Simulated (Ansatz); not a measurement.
Method: DFT PBE, scalar-relativistic, plane waves, PAW (Ansatz). All cells share a 420 eV cutoff and Γ-centred k meshes spaced at most about 0.3 Å⁻¹ (about 0.25 or finer for metals, 2π included). No spin polarisation in the final relaxations.

These are static total energies at zero pressure. All come from trial cells, and lower structures may exist.

Question: Which of these relaxed structures of Al3SiNO is the lowest in energy?
A.

```
Al Si N O
1.0
     5.31533    0.00000    0.00000
     0.00000    2.82840    0.00000
    -2.67549    0.00000    5.93218
Al Si N O
3 1 1 1
Direct
  0.65145 0.00000 0.88865
  0.34855 0.00000 0.11135
  0.00000 0.50000 0.50000
  0.50000 0.50000 0.50000
  0.50000 0.50000 0.00000
  0.00000 0.00000 0.00000
```

B.

```
Al Si N O
1.0
     3.56080    0.00000    0.00000
     0.00000    4.86608    0.00000
    -0.51587    0.00000    5.10771
Al Si N O
3 1 1 1
Direct
  0.88058 0.00000 0.74857
  0.11942 0.00000 0.25143
  0.00000 0.50000 0.50000
  0.00000 0.50000 0.00000
  0.50000 0.50000 0.00000
  0.50000 0.00000 0.50000
```

C.

```
Al Si N O
1.0
     2.66568    1.53903    2.93868
    -2.66568    1.53903    2.93868
     0.00000   -3.07807    2.93868
Al Si N O
3 1 1 1
Direct
  0.16438 0.65380 0.65380
  0.65380 0.16438 0.65380
  0.65380 0.65380 0.16438
  0.16248 0.16248 0.16248
  0.66705 0.66705 0.66705
  0.94850 0.94850 0.94850
```

D.

```
Al Si N O
1.0
     3.32340    0.00000    0.00000
     0.00000    5.08818    0.00000
     0.00000    0.00000    5.25124
Al Si N O
3 1 1 1
Direct
  0.50000 0.00000 0.76605
  0.50000 0.00000 0.23395
  0.50000 0.50000 0.50000
  0.50000 0.50000 0.00000
  0.00000 0.00000 0.00000
  0.00000 0.50000 0.50000
```

Answer: A. It has space group P2/m (No. 10); the next, C, with space group R3m (No. 160), lies 34 meV/atom higher. The shortest distance is 1.69 Å (Al–O) in the lowest and 1.89 Å (Si–O) in the next.

A magnetic state wasn't ruled out in cells without spin, among them Pmmm. Cells relaxed within their symmetry can be saddle points. Some types were kept out of the candidates beforehand, so the set may lack a known form.
